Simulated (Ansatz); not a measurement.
A geometry of Sb away from equilibrium: step 3 of the relaxation of a relaxed Sb cell, doubled along one cell vector, shaken by Gaussian noise of σ = 0.08 Å a coordinate. All values below come from r2SCAN (plane waves to 500 eV, PAW, scalar-relativistic; Ansatz, a program for electronic structure). Γ-centred k-mesh 7×7×3 on the run's cell (coarser than for final values), Fermi–Dirac smearing 0.05 eV.

```yaml
crystal:
  lattice:
    - [5.18629, -0.02286, 0.01412]
    - [-2.61294, 4.36352, -0.01200]
    - [0.03362, -0.01359, 12.18779]
  atoms:
    - { symbol: Sb, position: [0.99327, 0.00613, 0.11812] }
    - { symbol: Sb, position: [0.02135, 0.03633, 0.61867] }
    - { symbol: Sb, position: [0.00811, 0.99970, 0.36914] }
    - { symbol: Sb, position: [0.99296, 0.98536, 0.86904] }
    - { symbol: Sb, position: [0.32536, 0.67873, 0.15587] }
    - { symbol: Sb, position: [0.35571, 0.71370, 0.62583] }
    - { symbol: Sb, position: [0.67254, 0.32330, 0.36919] }
    - { symbol: Sb, position: [0.65605, 0.30950, 0.88047] }
```

Problem. Give the Cartesian forces on all atoms (eV/Å).

Solution. 
```csv
atom,Fx,Fy,Fz
Sb1,0.00,-0.06,-0.29
Sb2,-0.07,0.05,-0.08
Sb3,-0.01,-0.03,0.14
Sb4,-0.01,-0.04,0.00
Sb5,0.00,0.11,0.22
Sb6,0.07,0.02,0.04
Sb7,0.01,-0.04,-0.11
Sb8,0.01,-0.02,0.07
```

Problem. What is the pressure?

Solution. -0.1 GPa, compression positive.

No spin polarisation in the result.

Of the parent cell (P6₃/mmc (No. 194)): it is a generated cell of Sb: the first start was made by placing the elements on the sites of a structure type, and the end was not matched to a known phase here, so it may be hypothetical. Known forms of Sb include space group No. 166.
